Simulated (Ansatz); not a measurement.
BP (zinc blende)

```yaml
crystal:
  lattice:
    - [0.00000, 2.27414, 2.27414]
    - [2.27414, 0.00000, 2.27414]
    - [2.27414, 2.27414, 0.00000]
  atoms:
    - { symbol: P, position: [0.75000, 0.75000, 0.75000] }
    - { symbol: B, position: [0.00000, 0.00000, 0.00000] }
```

A phonon eigenvector at Γ is frozen into this cell: atom i moves by Q times the vector below, so Q is the largest atomic displacement, in Å. The cell is held. It is one choice among 3 degenerate patterns.

| atom | x | y | z |
|---|---|---|---|
| P1 | 0.000 | 0.000 | -0.349 |
| B2 | 0.000 | 0.000 | 1.000 |

Computed with PBE (plane waves to 420 eV, PAW, scalar-relativistic; Ansatz, a program for electronic structure). k mesh 12×12×12 (Γ-centred), Fermi-Dirac smearing 0.05 eV. Energies are smeared free energies. As the smearing reaches across the gap at some points, energies and forces of such displacements shift with the k mesh and the smearing. BP was relaxed with its symmetry unable to fall. The PAW data are Ansatz's earlier set. The zero of ΔE is the undisplaced structure. The last digit holds for this mesh only.

| Q (Å) | ΔE (meV/cell) |
|---|---|
| -0.2800 | withheld |
| -0.2333 | 865.3 |
| -0.1867 | 569.5 |
| -0.1400 | 327.5 |
| -0.0933 | 147.8 |
| -0.0467 | 37.2 |
| 0.0000 | 0.0 |
| 0.0467 | 37.2 |
| 0.0933 | 147.8 |
| 0.1400 | 327.5 |
| 0.1867 | 569.5 |
| 0.2333 | 865.3 |
| 0.2800 | withheld |

Task: Fit an even polynomial form (powers 2, 4, 6) to the given rows and predict ΔE at Q = -0.2800.

Result: Least squares on the 11 given rows: ΔE = (17200)·Q² + (-26270)·Q⁴ + (41450)·Q⁶, in meV/cell with Q in Å; root-mean-square residual 0.16 meV/cell. At -0.2800 the fit gives 1207.0 meV/cell; the calculation gives 1206.8 meV/cell, so the extrapolation is off by 0.2 (+0.0 %). The quadratic term alone would give 1348.5 meV/cell.

(A displaced cell: forces are minus the slopes of the energy, force constants its curvatures, and phonons follow from these.)
